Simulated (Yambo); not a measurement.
Yambo run on ZnSO4 (space group F-43m, No. 216). The wavefunctions come from this Quantum ESPRESSO step (PBEsol, PseudoDojo standard norm-conserving files, scalar-relativistic):

```
&CONTROL
  calculation = 'nscf'
  pseudo_dir = './pseudo'
  outdir = './out'
/
&SYSTEM
  ibrav = 0
  nat = 6
  ntyp = 3
  ecutwfc = 84.0
  ecutrho = 336.0
  occupations = 'fixed'
  force_symmorphic = .true.
  nbnd = 173
/
&ELECTRONS
  conv_thr = 6.000000000000001e-09
  diago_full_acc = .true.
  diago_thr_init = 1e-08
/
ATOMIC_SPECIES
O 15.9990 O.upf
S 32.0600 S.upf
Zn 65.3800 Zn.upf
CELL_PARAMETERS angstrom
  0.000000000000   3.872805000000   3.872805000000
  3.872805000000   0.000000000000   3.872805000000
  3.872805000000   3.872805000000   0.000000000000
ATOMIC_POSITIONS crystal
O   0.891710000000   0.891710000000   0.324870000000
O   0.891710000000   0.891710000000   0.891710000000
O   0.324870000000   0.891710000000   0.891710000000
O   0.891710000000   0.324870000000   0.891710000000
S   0.000000000000   0.000000000000   0.000000000000
Zn   0.750000000000   0.750000000000   0.750000000000
K_POINTS automatic
2 2 2 0 0 0
```

Yambo input:

```
rim_cut
gw0
dyson
el_el_corr
HF_and_locXC
ppa
em1d
RandQpts= 1000000
RandGvec= 1 Ry
EXXRLvcs= 84 Ry
VXCRLvcs= 336 Ry
Chimod= "HARTREE"
% BndsRnXp
 5 | 171 |
%
NGsBlkXp= 7 Ry
% LongDrXp
 1.0 | 1.0 | 1.0 |
%
PPAPntXp= 27.2114 eV
% GbndRnge
 1 | 171 |
%
GTermKind= "BG"
DysSolver= "n"
ExtendOut
% QPkrange
 1 | 1 | 25 | 26 |
 2 | 2 | 25 | 26 |
 3 | 3 | 25 | 26 |
%
```

k points by index: 1 = Γ, 2 = L, 3 = X.

Table of the .qp output:

```
#    K-point    Band    Eo [eV]    E [eV]    E-Eo [eV]    Vxc [eV]    Vnlxc [eV]    Sc|Eo [eV]    Sc|E [eV]    dSc/dw|Eo [eV]    Re(Z)    Im(Z)
#
    1    25    -0.003701    -1.811485    -1.807784    -20.09758    -26.02763    3.723796    4.122269    -5.997600    0.819397    -0.001044
    1    26    4.756738    6.235538    1.478800    -12.46122    -7.698634    -3.065570    -3.283782    -4.015107    0.871419    -0.782194E-3
    2    25    0.000000    -1.796953    -1.796953    -20.10827    -26.03712    3.735734    4.131891    -5.998658    0.819371    -0.001044
    2    26    6.188785    7.992323    1.803539    -13.94147    -8.529859    -3.319781    -3.608075    -4.349525    0.862186    -0.831542E-3
    3    25    -0.061242    -1.993836    -1.932594    -21.13112    -27.29224    3.808126    4.228528    -5.919016    0.821341    -0.001039
    3    26    7.186904    9.125749    1.938845    -14.97659    -9.370665    -3.336564    -3.667076    -4.638476    0.854363    -0.888926E-3
```
(The two width columns are left out.) Convergence of these settings isn't established.

Geometry of the Materials Project entry, not relaxed at this level.
